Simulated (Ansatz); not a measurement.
Simulated powder pattern, Ag Kα, λ = 0.560885 Å (kinematic, ideal powder, no thermal factors, no anomalous dispersion; the 30 strongest lines at most, above 1 %, up to 2θ = 30°):

| 2θ (°) | I/Imax (%) |
|---|---|
| 7.17 | 22 |
| 11.25 | 100 |
| 12.26 | 36 |
| 14.21 | 9.5 |
| 14.37 | 4.9 |
| 16.80 | 23 |
| 17.36 | 35 |
| 18.81 | 6.7 |
| 18.93 | 25 |
| 20.74 | 36 |
| 21.63 | 2.8 |
| 22.61 | 5.7 |
| 23.34 | 7.5 |
| 24.25 | 14 |
| 24.65 | 11 |
| 24.93 | 10 |
| 25.71 | 2.4 |
| 27.17 | 7.5 |
| 27.62 | 6.8 |
| 27.87 | 4.9 |
| 28.57 | 2.2 |
| 28.65 | 2.7 |
| 29.24 | 6.8 |
| 29.98 | 3.3 |

The pattern belongs to a structure relaxed with PBEsol (plane waves, PAW; program Ansatz).

Task: Pick the material that matches.
A. GdScO3, cubic perovskite
B. SnO2, rutile
C. FeBiO3, Ima2 (Bi on 4b, Fe on 4a, O on 8c, O on 4b)
D. TiGeO3, P4mm (Ti on 1b, Ge on 1a, O on 1b, O on 2c)

Result: D, TiGeO3, P4mm (Ti on 1b, Ge on 1a, O on 1b, O on 2c)

Task: Give the lattice parameters.

Result: a = 3.716 Å, c = 4.484 Å.

The start of the workflow was typed in or built on a structure type; neither database checked (COD, Materials Project) lists it. Its standing as an ambient phase is unchecked. The cell was relaxed with PBEsol under the symmetry of its start. At this level the phase is dynamically unstable (imaginary phonons). The workflow began spin-polarised and lost its moments.

Potentials: the earlier of the program's two PAW sets. The files were generated under PBE; for other functionals the program regenerates the frozen cores, and for LDA and PBEsol the local potential too.
